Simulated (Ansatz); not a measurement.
TiSi$_{2}$ in space group P4/mmm (No. 123; Si on 2f, Ti on 1b), plane-wave PAW PBE (Ansatz code), all energies at zero smearing, with the estimated change up to a 700 eV cutoff added, with one set of potentials and settings (totals compare only within such a set). Cell of 3 atoms (2 Si, 1 Ti): -3771.737 eV.

```json
[
 {"element": "Si", "reference phase": "Fd-3m, 2 atoms in the cell", "E (eV/atom)": "-635.8096"},
 {"element": "Ti", "reference phase": "P6/mmm, 3 atoms in the cell", "E (eV/atom)": "-2499.6739"}
]
```

Formation energy per atom, worked out: (-3771.737 − 2×(-635.8096) − 1×(-2499.6739))/3 = -0.148 eV/atom (-14 kJ per mol of atoms), at 0 K, without zero-point energy or fitted corrections.

The cell is a constructed one: a structure type filled with these elements; neither database checked (COD, Materials Project) lists it. It is not the phase usual at ambient conditions (space group No. 63, 70). Symmetry was held in the PBE relaxation; its stability against distortions is not shown here. No spin polarisation was allowed. The references are the lowest solids computed at this level, not always the standard phases.

Potentials: the later of the program's two PAW sets.
